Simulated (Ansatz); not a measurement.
Task: Name crystals whose computed values (the program Ansatz at the r²SCAN level (PAW)) fall in these windows: gap (eV) 6.9 to 8.7; B₀ by P(V) fit (GPa) 47 to 60.

Result: 

| crystal | gap (eV) | B₀ by P(V) fit (GPa) |
|---|---|---|
| CsCaF3, cubic perovskite | 8.05 | 54.9 |
| LiF, zinc blende | 8.66 | 58.4 |
| K2LiScF6, Fm-3m (K on 8c, Li on 4b, Sc on 4a, F on 24e) | 7.67 | 51.5 |
| NaF, rock salt | 7.28 | 54.4 |
Others may fit too.

Typed or built starts, not in the databases checked: LiF, zinc blende. Not the usual ambient phase: LiF, zinc blende. Standing as an ambient phase not checked: CsCaF3, cubic perovskite; K2LiScF6, Fm-3m (K on 8c, Li on 4b, Sc on 4a, F on 24e). All cells were relaxed under the symmetry of their starts (and spin orders); stability against distortions was not tested throughout. Rows with no word on spin ran without spin polarisation. Scalar-relativistic: spin–orbit coupling is off unless named, which matters more the heavier the elements.

Potentials: the later of the program's two PAW sets.
